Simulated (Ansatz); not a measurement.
**From the elastic tensor of NbReSi to moduli and sound speeds**

Level of theory: Ansatz, DFT LDA, scalar-relativistic, plane waves, PAW. Settings: 420 eV plane-wave cutoff, Γ-centred 6×6×12 mesh, Fermi-Dirac smearing of 0.15 eV. No spin polarisation.

Symmetry: P-62m, No. 189, hexagonal system. The conventional cell has a = 6.785 Å, b = 6.785 Å, c = 3.256 Å, α = 90.00°, β = 90.00°, γ = 120.00°. Nb (site symmetry m2m) has 5 Si at 2.63 to 2.73 Å and 6 Re at 2.82 to 2.89 Å as nearest neighbours. Si (site symmetry -6) is surrounded by 3 Re at 2.55 Å and 6 Nb at 2.63 Å. Si (site symmetry -62m) is surrounded by 6 Re at 2.40 Å and 3 Nb at 2.73 Å. Re (site symmetry m2m) has 4 Si at 2.40 to 2.55 Å as nearest neighbours.

In a metal, frequencies and elastic constants depend on the k mesh and the smearing, soft modes and shear constants most. Spin–orbit coupling is left out, which can shift energies with elements as heavy as these.

Relaxed-ion constants (GPa, on the Cartesian axes of the calculation):
C11 = 449.9, C12 = 187.3, C13 = 211.6, C22 = 449.9, C23 = 211.6, C33 = 338.6, C44 = 167.0, C55 = 167.0, C66 = 131.3 GPa; the others vanish.

Density 11.789 g/cm³; 9 atoms in 129.82 Å³.

The values that follow are for a polycrystal of randomly turned grains, by Hill's mean where one number stands.

```
Bulk modulus, Voigt / Reuss / Hill          : 273.2 / 269.6 / 271.4 GPa
Shear modulus, Voigt / Reuss / Hill         : 134.9 / 124.4 / 129.6 GPa
Young's modulus                             : 335 GPa
Poisson ratio                               : 0.294
Pugh ratio B/G                              : 2.09 (over 1.75, the rule of thumb for ductile)
Universal anisotropy index                  : 0.44
Longitudinal and transverse sound speeds    : 6139 and 3316 m/s
Debye temperature from the mean sound speed : 453 K
```

Whether NbReSi exists in this form wasn't checked.

Cost: 1 run of about 32 core-minutes, on Intel Xeon Platinum 8488C (Sapphire Rapids) (shared hosts).